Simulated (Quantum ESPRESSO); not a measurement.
## Zn7MgO8 (input and log of a self-consistent run)

A calculation, not a measurement. The program is pw.x of Quantum ESPRESSO 7.5 (plane-wave density functional theory). The cell is made up: 16 atoms on a doubled zincblende/diamond lattice, with randomly drawn elements, strain and displacements, not relaxed. PseudoDojo standard norm-conserving files (v0.5 for PBE, v0.4.1 for LDA and PBEsol) set the functional; there is no spin polarisation, spin-orbit coupling or dispersion term, and the masses in the input are unused placeholders.

Input:

```
&control calculation='scf', pseudo_dir='./dojo.nc.sr.pbe.v0_5.standard.upf', outdir='./o', disk_io='low', tprnfor=.true., tstress=.true. /
&system ibrav=0, nat=16, ntyp=3, nbnd=105, ecutwfc=84.00895049, nosym=.true., tot_charge=0,
 occupations='smearing', smearing='fd', degauss=0.0018374661
/
&electrons conv_thr=7.350e-09, electron_maxstep=60, /
ATOMIC_SPECIES
Mg 1.0 Mg.upf
O 1.0 O.upf
Zn 1.0 Zn.upf
CELL_PARAMETERS angstrom
4.5511 0.0 0.0
0.0 4.5511 0.0
0.0 0.0 9.1022
ATOMIC_POSITIONS angstrom
Zn -0.0187 0.0095 -0.0185
Zn -0.0397 2.2643 2.2467
Mg 2.2749 -0.0447 2.2919
Zn 2.2812 2.2886 0.0036
Zn 0.0057 0.0314 4.5224
Zn 0.0119 2.297 6.8332
Zn 2.2632 0.0173 6.8524
Zn 2.2519 2.3037 4.552
O 1.1289 1.1248 1.1161
O 1.1356 3.4329 3.4017
O 3.4296 1.1422 3.4217
O 3.431 3.3774 1.1093
O 1.1757 1.1556 5.6283
O 1.1547 3.4058 7.9337
O 3.4261 1.1191 7.9543
O 3.4025 3.3818 5.6975
K_POINTS automatic
5 5 3 1 1 1
```

The log is shortened where brackets say so; the opening notice, blank lines, dates and the lines on written files are dropped, and the path of the files is cut. It prints rydbergs, bohrs and kilobars, and counts compression as positive stress.

```
     Program PWSCF v.7.5
     Parallel version (MPI & OpenMP), running on       4 processor cores
     Number of MPI processes:                 4
     Threads/MPI process:                     1
     [start-up lines left out]
     bravais-lattice index     =            0
     lattice parameter (alat)  =       8.6003  a.u.
     unit-cell volume          =    1272.2596 (a.u.)^3
     number of atoms/cell      =           16
     number of atomic types    =            3
     number of electrons       =       198.00
     number of Kohn-Sham states=          105
     kinetic-energy cutoff     =      84.0090  Ry
     charge density cutoff     =     336.0358  Ry
     scf convergence threshold =      7.3E-09
     mixing beta               =       0.7000
     number of iterations used =            8  plain     mixing
     Exchange-correlation= PBE
                           (   1   4   3   4   0   0   0)
     [axes and pseudopotential details left out]
   Cartesian axes
     site n.     atom                  positions (alat units)
         1        Zn     tau(   1) = (  -0.0041089   0.0020874  -0.0040650  )
         2        Zn     tau(   2) = (  -0.0087232   0.4975281   0.4936609  )
         3        Mg     tau(   3) = (   0.4998572  -0.0098218   0.5035925  )
         4        Zn     tau(   4) = (   0.5012415   0.5028674   0.0007910  )
         5        Zn     tau(   5) = (   0.0012524   0.0068994   0.9936938  )
         6        Zn     tau(   6) = (   0.0026148   0.5047131   1.5014392  )
         7        Zn     tau(   7) = (   0.4972864   0.0038013   1.5056580  )
         8        Zn     tau(   8) = (   0.4948035   0.5061853   1.0001978  )
         9        O      tau(   9) = (   0.2480499   0.2471490   0.2452374  )
        10        O      tau(  10) = (   0.2495221   0.7543012   0.7474457  )
        11        O      tau(  11) = (   0.7535761   0.2509723   0.7518402  )
        12        O      tau(  12) = (   0.7538837   0.7421063   0.2437433  )
        13        O      tau(  13) = (   0.2583332   0.2539166   1.2366900  )
        14        O      tau(  14) = (   0.2537189   0.7483466   1.7432489  )
        15        O      tau(  15) = (   0.7528070   0.2458966   1.7477753  )
        16        O      tau(  16) = (   0.7476215   0.7430731   1.2518951  )
     number of k points=    38  Fermi-Dirac smearing, width (Ry)=  0.0018
                       cart. coord. in units 2pi/alat
        k(    1) = (   0.1000000   0.1000000   0.0833333), wk =   0.0533333
        k(    2) = (   0.1000000   0.1000000  -0.2500000), wk =   0.0533333
     [further k points left out]
     Dense  grid:   132349 G-vectors     FFT dimensions: (  54,  54, 108)
     Estimated max dynamical RAM per process >     549.20 MB
     Estimated total dynamical RAM >       2.05 GB
     Initial potential from superposition of free atoms
     starting charge     197.9982, renormalised to     198.0000
     Starting wfcs are  107 randomized atomic wfcs
     total cpu time spent up to now is        9.7 secs
     per-process dynamical memory:   422.9 Mb
     Self-consistent Calculation
     iteration #  1     ecut=    84.01 Ry     beta= 0.70
     Davidson diagonalization with overlap
     ethr =  1.00E-02,  avg # of iterations =  4.3
     total cpu time spent up to now is       46.7 secs
     total energy              =   -3308.65741538 Ry
     estimated scf accuracy    <       3.77021949 Ry
     iteration #  2     ecut=    84.01 Ry     beta= 0.70
     Davidson diagonalization with overlap
     ethr =  1.90E-03,  avg # of iterations =  3.7
     total cpu time spent up to now is       76.1 secs
     total energy              =   -3309.51676162 Ry
     estimated scf accuracy    <       5.49254262 Ry
     iteration #  3     ecut=    84.01 Ry     beta= 0.70
     Davidson diagonalization with overlap
     ethr =  1.90E-03,  avg # of iterations =  2.0
     total cpu time spent up to now is      107.8 secs
     total energy              =   -3310.50930793 Ry
     estimated scf accuracy    <       0.03227336 Ry
     iteration #  4     ecut=    84.01 Ry     beta= 0.70
     Davidson diagonalization with overlap
     ethr =  1.63E-05,  avg # of iterations =  7.6
     total cpu time spent up to now is      144.1 secs
     total energy              =   -3310.52524447 Ry
     estimated scf accuracy    <       0.05194287 Ry
     iteration #  5     ecut=    84.01 Ry     beta= 0.70
     Davidson diagonalization with overlap
     ethr =  1.63E-05,  avg # of iterations =  6.9
     total cpu time spent up to now is      173.1 secs
     total energy              =   -3310.52975225 Ry
     estimated scf accuracy    <       0.00939104 Ry
     [iterations 6 to 8 left out]
     iteration #  9     ecut=    84.01 Ry     beta= 0.70
     Davidson diagonalization with overlap
     ethr =  1.25E-08,  avg # of iterations =  2.0
     total cpu time spent up to now is      276.5 secs
     total energy              =   -3310.53019637 Ry
     estimated scf accuracy    <       0.00001512 Ry
     iteration # 10     ecut=    84.01 Ry     beta= 0.70
     Davidson diagonalization with overlap
     ethr =  7.64E-09,  avg # of iterations =  2.0
     total cpu time spent up to now is      310.8 secs
     total energy              =   -3310.53019822 Ry
     estimated scf accuracy    <       0.00000059 Ry
     iteration # 11     ecut=    84.01 Ry     beta= 0.70
     Davidson diagonalization with overlap
     ethr =  2.97E-10,  avg # of iterations =  2.0
     total cpu time spent up to now is      337.0 secs
     total energy              =   -3310.53019831 Ry
     estimated scf accuracy    <       0.00000006 Ry
     iteration # 12     ecut=    84.01 Ry     beta= 0.70
     Davidson diagonalization with overlap
     ethr =  2.79E-11,  avg # of iterations =  3.0
     total cpu time spent up to now is      365.9 secs
     total energy              =   -3310.53019832 Ry
     estimated scf accuracy    <       0.00000006 Ry
     iteration # 13     ecut=    84.01 Ry     beta= 0.70
     Davidson diagonalization with overlap
     ethr =  2.79E-11,  avg # of iterations =  2.0
     total cpu time spent up to now is      391.1 secs
     End of self-consistent calculation
     [lines on levels left out]
!    total energy              =   -3310.53019833 Ry
     estimated scf accuracy    <          1.2E-09 Ry
     smearing contrib. (-TS)   =      -0.00000000 Ry
     internal energy E=F+TS    =   -3310.53019833 Ry
     The total energy is F=E-TS. E is the sum of the following terms:
     one-electron contribution =   -2295.25505548 Ry
     hartree contribution      =    1217.06131672 Ry
     xc contribution           =    -398.35816220 Ry
     ewald contribution        =   -1833.97829736 Ry
     convergence has been achieved in  13 iterations
     Forces acting on atoms (cartesian axes, Ry/au):
     atom    1 type  3   force =     0.01173265   -0.00828794    0.00152782
     atom    2 type  3   force =     0.02107215   -0.00408145    0.01292267
     atom    3 type  1   force =     0.00812563    0.02164240   -0.01433092
     atom    4 type  3   force =    -0.00746801   -0.01320095   -0.00932042
     atom    5 type  3   force =    -0.00424786   -0.01406282    0.01898797
     atom    6 type  3   force =    -0.00162219   -0.01379122   -0.01454975
     atom    7 type  3   force =     0.00501554   -0.00015903   -0.02447942
     atom    8 type  3   force =     0.01378650    0.00261778   -0.01083208
     atom    9 type  2   force =     0.01415642   -0.00634952    0.01152703
     atom   10 type  2   force =    -0.00786279   -0.01181509   -0.00876993
     atom   11 type  2   force =    -0.02180918   -0.00396549   -0.01745931
     atom   12 type  2   force =    -0.01284415    0.02475288    0.00898477
     atom   13 type  2   force =    -0.01823147   -0.01344680    0.03091348
     atom   14 type  2   force =    -0.00484318    0.00316884    0.01794949
     atom   15 type  2   force =    -0.00370359    0.01399407   -0.00006372
     atom   16 type  2   force =     0.00874354    0.02298431   -0.00300769
     Total force =     0.093632     Total SCF correction =     0.000068
     Computing stress (Cartesian axis) and pressure
          total   stress  (Ry/bohr**3)                   (kbar)     P=       66.60
   0.00045581   0.00006258   0.00005646           67.05        9.21        8.30
   0.00006258   0.00045205  -0.00007442            9.21       66.50      -10.95
   0.00005646  -0.00007442   0.00045026            8.30      -10.95       66.24
     init_run     :      9.23s CPU      9.57s WALL (       1 calls)
     electrons    :    374.76s CPU    381.42s WALL (       1 calls)
     forces       :      4.68s CPU      4.72s WALL (       1 calls)
     stress       :     15.45s CPU     15.72s WALL (       1 calls)
     [timing details left out]
     PWSCF        :   6m44.40s CPU   6m51.88s WALL
     JOB DONE.
```

In other units: free energy -45042.058 eV for the cell, pressure 6.66 GPa, largest force component 0.795 eV/Å. A rerun of this cell at a cutoff of 1437 eV and k mesh 7 x 7 x 5 moved values by no more than 0.004 eV in energy, 0.03 GPa in stress and 0.002 eV/Å in force.